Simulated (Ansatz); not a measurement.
## La3GaRh3, a known structure type with other elements, at an estimated volume

```
La Rh Ga
1.0
     5.56188    0.00000    0.00000
     0.00000    5.56188    0.00000
     0.00000    0.00000    5.56188
La Rh Ga
3 3 1
Cartesian
  2.7809 2.7809 0.0000
  0.0000 2.7809 2.7809
  2.7809 0.0000 2.7809
  2.7809 0.0000 0.0000
  0.0000 2.7809 0.0000
  0.0000 0.0000 2.7809
  2.7809 2.7809 2.7809
```

Single point in Ansatz 0.2.0 with PBE, no spin polarisation. Cutoff 420 eV, PAW datasets, 6×6×6 Γ-centred k mesh, fermi-dirac filling (width 0.1 eV).

**Contacts.** La–Rh at 2.78 Å: least valence density 0.37 e/Å³ and ELF 0.23 there. La–Ga at 2.78 Å: least valence density 0.31 e/Å³ and ELF 0.32 there. Both are smooth PAW fields, read partly inside the augmentation spheres.
**Formation energy.** 0.25 eV an atom against the elements' usual phases (free molecules for gases, crystals otherwise, with no correction for O₂ or N₂), so at this geometry it isn't bound against them. Relaxing would lower it.
**Stress.** The pressure is 7.6 GPa (compression positive), so with the atoms held at these fractions the cell would first expand.
**Electronic structure.** It is a metal, with about 4.3 states/eV a cell as the mean within 0.25 eV of the Fermi level, mostly La d (27 %), Rh d (26 %) and Ga p (15 %).

Origin: a known structure type with other elements, at an estimated volume, so it need not be a known compound. Caveats: f levels without a U or exact exchange are poorly placed.
